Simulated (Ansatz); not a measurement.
# Every step of a relaxation of wurtzite ZnO (10-10), 4 layers

DFT, PBE, PAW with Ansatz's default frozen-core files, scalar-relativistic (Ansatz 0.2.0); a Γ-centred 9×6×1 k mesh, Fermi–Dirac smearing of 0.02 eV, no spin polarisation. The run relaxes the atoms in the fixed cell.

Command: `ansatz run input.yaml --threads 3 --pin off --max-ram 8192MiB --backend cpu --events-out ev --progress --plain --runs-dir out` It took 99 s on 3 threads of Arm Neoverse V1 (shared host), peak memory 0.7 GiB.

```yaml
crystal:
  lattice:
    - [3.2791046797, 0.0, 0.0]
    - [0.0, 5.2939910384, 0.0]
    - [0.0, 0.0, 19.7864]
  atoms:
    - { symbol: Zn, position: [0.0, 0.060484604, 0.4043185232] }
    - { symbol: O, position: [0.0, 0.439515396, 0.4043185232] }
    - { symbol: Zn, position: [0.5, 0.560484604, 0.4521592619] }
    - { symbol: O, position: [0.5, 0.939515396, 0.4521592619] }
    - { symbol: Zn, position: [0.5, 0.060484604, 0.5478407381] }
    - { symbol: O, position: [0.5, 0.439515396, 0.5478407381] }
    - { symbol: Zn, position: [0.0, 0.560484604, 0.5956814768] }
    - { symbol: O, position: [0.0, 0.939515396, 0.5956814768] }
kpoints:
  mp_grid: { grid: [9, 6, 1] }
scf:
  occupations: { method: fermi_dirac, width: 0.02 }
hamiltonian:
  xc: pbe
  pseudopotentials: { kind: paw }
output:
  forces: true
  stress: true
  eigenvalues: true
  write_density: true
  write_potential: true
  elf: true
  volumetric_format: npy
relax:
  f_tol: 0.01
  max_steps: 40
efield:
  axis: 3
  amplitude: 0
  dipole_correction: true
```

Each step lists its free energy a cell above the last geometry, and Cartesian positions (Å) with forces (eV/Å).

The first step:

```
step 1  dF = 852.84 meV
  Zn 0.0000 0.3202 8.0000   0.0000 1.2539 1.2316
  O 0.0000 2.3268 8.0000   0.0000 -0.6864 0.3293
  Zn 1.6396 2.9672 8.9466   0.0000 -0.4867 -0.9850
  O 1.6396 4.9738 8.9466   0.0000 -0.0807 -1.2042
  Zn 1.6396 0.3202 10.8398   0.0000 -0.4867 0.9850
  O 1.6396 2.3268 10.8398   0.0000 -0.0807 1.2042
  Zn 0.0000 2.9672 11.7864   0.0000 1.2538 -1.2317
  O 0.0000 4.9738 11.7864   0.0000 -0.6865 -0.3294
```

Question: Where does the relaxation end, and by which steps?

Answer: After 7 geometries, with a shortest distance of 1.871 Å. The further steps:
```
step 2  dF = 388.95 meV
  Zn 0.0000 0.3894 8.1505   0.0000 0.7882 0.6630
  O 0.0000 2.3346 7.9868   0.0000 -0.6758 0.3379
  Zn 1.6396 2.9271 8.9085   0.0000 -0.1812 -0.8302
  O 1.6396 4.9368 8.9656   0.0000 0.0691 -0.8723
  Zn 1.6396 0.2801 10.8779   0.0000 -0.1813 0.8302
  O 1.6396 2.2898 10.8208   0.0000 0.0691 0.8723
  Zn 0.0000 3.0364 11.6359   0.0000 0.7883 -0.6630
  O 0.0000 4.9816 11.7996   0.0000 -0.6757 -0.3378
step 3  dF = 102.58 meV
  Zn 0.0000 0.4761 8.3203   0.0000 -0.7840 0.2799
  O 0.0000 2.2721 8.0041   0.0000 0.7375 -0.0206
  Zn 1.6396 2.9028 8.8125   0.0000 0.3573 -0.2022
  O 1.6396 4.9370 8.9440   0.0000 -0.3108 -0.0879
  Zn 1.6396 0.2558 10.9740   0.0000 0.3574 0.2022
  O 1.6396 2.2900 10.8424   0.0000 -0.3107 0.0881
  Zn 0.0000 3.1231 11.4661   0.0000 -0.7840 -0.2799
  O 0.0000 4.9191 11.7823   0.0000 0.7373 0.0206
step 4  dF = 27.05 meV
  Zn 0.0000 0.4428 8.3697   0.0000 0.0233 0.1042
  O 0.0000 2.2733 7.9732   0.0000 -0.0274 0.0485
  Zn 1.6396 2.9673 8.6588   0.0000 -0.0655 0.0541
  O 1.6396 4.9045 8.9095   0.0000 0.0699 0.1789
  Zn 1.6396 0.3203 11.1276   0.0000 -0.0655 -0.0541
  O 1.6396 2.2575 10.8769   0.0000 0.0699 -0.1789
  Zn 0.0000 3.0898 11.4167   0.0000 0.0233 -0.1042
  O 0.0000 4.9203 11.8132   0.0000 -0.0274 -0.0485
step 5  dF = 11.32 meV
  Zn 0.0000 0.4509 8.4604   0.0000 0.0165 -0.0527
  O 0.0000 2.2680 8.0345   0.0000 0.0281 -0.0987
  Zn 1.6396 2.9608 8.7200   0.0000 -0.0289 -0.1057
  O 1.6396 4.9082 8.9963   0.0000 -0.0157 -0.0754
  Zn 1.6396 0.3138 11.0664   0.0000 -0.0289 0.1057
  O 1.6396 2.2613 10.7901   0.0000 -0.0157 0.0754
  Zn 0.0000 3.0979 11.3260   0.0000 0.0164 0.0527
  O 0.0000 4.9150 11.7519   0.0000 0.0281 0.0987
step 6  dF = 0.44 meV
  Zn 0.0000 0.4550 8.4519   0.0000 0.0105 -0.0211
  O 0.0000 2.2658 7.9819   0.0000 0.0136 0.0203
  Zn 1.6396 2.9622 8.6713   0.0000 -0.0157 -0.0221
  O 1.6396 4.9050 8.9839   0.0000 -0.0084 0.0424
  Zn 1.6396 0.3152 11.1151   0.0000 -0.0157 0.0221
  O 1.6396 2.2580 10.8025   0.0000 -0.0084 -0.0424
  Zn 0.0000 3.1020 11.3345   0.0000 0.0105 0.0211
  O 0.0000 4.9128 11.8045   0.0000 0.0136 -0.0203
step 7  dF = 0.00 meV
  Zn 0.0000 0.4558 8.4553   0.0000 -0.0029 -0.0013
  O 0.0000 2.2657 7.9807   0.0000 -0.0025 -0.0039
  Zn 1.6396 2.9622 8.6653   0.0000 0.0067 0.0023
  O 1.6396 4.9043 8.9923   0.0000 -0.0013 0.0054
  Zn 1.6396 0.3152 11.1211   0.0000 0.0067 -0.0023
  O 1.6396 2.2573 10.7941   0.0000 -0.0013 -0.0054
  Zn 0.0000 3.1028 11.3311   0.0000 -0.0029 0.0013
  O 0.0000 4.9127 11.8057   0.0000 -0.0025 0.0039
step 8  dF = 0.00 meV  (same geometry, solved once more)
  Zn 0.0000 0.4558 8.4553   0.0000 -0.0029 -0.0013
  O 0.0000 2.2657 7.9807   0.0000 -0.0025 -0.0038
  Zn 1.6396 2.9622 8.6653   0.0000 0.0067 0.0023
  O 1.6396 4.9043 8.9923   0.0000 -0.0013 0.0055
  Zn 1.6396 0.3152 11.1211   0.0000 0.0067 -0.0023
  O 1.6396 2.2573 10.7941   0.0000 -0.0013 -0.0055
  Zn 0.0000 3.1028 11.3311   0.0000 -0.0029 0.0013
  O 0.0000 4.9127 11.8057   0.0000 -0.0025 0.0038
```
